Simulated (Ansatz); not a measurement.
The relaxed structure here is a generated cell of CsBS2: the first start was made by placing the elements on the sites of a structure type, and the end was not matched to a known phase here, so it may be hypothetical.

A relaxed cell of CsBS2 (Amm2 (No. 38)), relaxed on a k-mesh at least as fine as the one used below. These are r2SCAN (plane waves to 500 eV, PAW, scalar-relativistic; Ansatz, a program for electronic structure) values and carry that method's errors. Γ-centred k-mesh 3×5×5 on the run's cell (coarser than for final values), Fermi–Dirac smearing 0.05 eV.

```xyz
8
Lattice="9.9924 0.0000 0.0000 0.0000 3.9305 3.2062 0.0000 -3.9305 3.2062" Properties=species:S:1:pos:R:3 pbc="T T T"
S      2.4981    -1.0847     4.2730
S      7.4943    -1.0847     4.2730
S      2.4981     1.0847     4.2730
S      7.4943     1.0847     4.2730
Cs     0.0000     0.0000     0.2598
Cs     4.9962     0.0000     0.2598
B      2.4981     0.0000     2.7545
B      7.4943     0.0000     2.7545
```

Every atom was then displaced, and the forces became (eV/Å):

```json
[
 {"atom": "S1", "Fx": "-0.11", "Fy": "-0.85", "Fz": "0.17"},
 {"atom": "S2", "Fx": "0.20", "Fy": "0.22", "Fz": "-1.39"},
 {"atom": "S3", "Fx": "-0.13", "Fy": "1.17", "Fz": "0.54"},
 {"atom": "S4", "Fx": "0.01", "Fy": "-0.18", "Fz": "-1.27"},
 {"atom": "Cs5", "Fx": "0.10", "Fy": "-0.03", "Fz": "-0.20"},
 {"atom": "Cs6", "Fx": "0.10", "Fy": "0.00", "Fz": "0.16"},
 {"atom": "B7", "Fx": "0.02", "Fy": "-0.30", "Fz": "-0.78"},
 {"atom": "B8", "Fx": "-0.20", "Fy": "-0.02", "Fz": "2.76"}
]
```

**Question.** Which atom was moved farthest relative to the others, and in which direction?

**Answer.** B8, by (0.01, -0.08, -0.19) Å (0.20 Å, mean shift removed); the next is Cs5 with 0.15 Å. Its force makes an angle of 156° with its move.

All displacements (Å):

```csv
atom,ux,uy,uz
S1,0.021,0.013,0.020
S2,-0.110,-0.006,0.053
S3,0.066,-0.054,0.000
S4,-0.013,-0.063,0.088
Cs5,-0.031,0.085,0.120
Cs6,-0.073,-0.009,-0.091
B7,0.006,0.020,0.025
B8,-0.011,-0.095,-0.183
```

**Question.** Estimate the energy cost of the displacement in the harmonic approximation and compare with the calculation.

**Answer.** For a harmonic well ΔE = −½ Σ F·u = 0.430 eV a cell, or 54 meV/atom. The calculated energy relative to the undisplaced cell is +0.059 eV/atom, so the harmonic estimate holds well.

The relaxed cell holds bonded S–S pairs (2.17 Å). No spin polarisation in the result.

The run that gave the undisplaced cell could not lose the symmetry of its start; a randomly shaken copy of 8 atoms returns to this structure.
